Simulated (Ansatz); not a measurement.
VBiO₄:
```cif
data_Bi2O8V2
_chemical_formula_sum 'Bi2 V2 O8'
_space_group_name_H-M_alt 'P 1'
_space_group_IT_number 1
_cell_length_a 6.84678
_cell_length_b 6.84678
_cell_length_c 6.84678
_cell_angle_alpha 136.076
_cell_angle_beta 136.076
_cell_angle_gamma 63.863
loop_
_space_group_symop_operation_xyz
  'x, y, z'
loop_
_atom_site_label
_atom_site_type_symbol
_atom_site_fract_x
_atom_site_fract_y
_atom_site_fract_z
_atom_site_occupancy
Bi1 Bi 0.75000 0.25000 0.50000 1
Bi2 Bi 0.00000 0.00000 0.00000 1
V1 V 0.25000 0.75000 0.50000 1
V2 V 0.50000 0.50000 0.00000 1
O1 O 0.07976 0.96782 0.39011 1
O2 O 0.57771 0.68965 0.60989 1
O3 O 0.71782 0.82771 0.38806 1
O4 O 0.43965 0.32976 0.61194 1
O5 O 0.67024 0.28218 0.10989 1
O6 O 0.17229 0.56035 0.89011 1
O7 O 0.03218 0.42229 0.11194 1
O8 O 0.31035 0.92024 0.88806 1
```

Relaxed with r²SCAN. r²SCAN (plane waves, PAW; program Ansatz) gives a gap of 2.42 eV.

Question: What gap does HSE06 give on the same cell (Ansatz, PAW)?

Answer: 3.29 eV, 0.87 eV more. The hybrid was solved on a coarser mesh and at special points; its gap is the smallest among all of these.

Cost on shared cores: the r²SCAN run (SCF on a 8×8×8 mesh, then bands and DOS) very roughly 5 core-minutes, the HSE06 run (SCF on 5×5×5, then a few points) roughly 5 core-minutes; the tasks are unlike.

Space group I4_1/a. The cell was relaxed with r²SCAN under the symmetry of its start. The workflow began spin-polarised and lost its moments. No Hubbard U is applied. Spin–orbit coupling is left out wherever it is not named.

Potentials: the later of the program's two PAW sets.
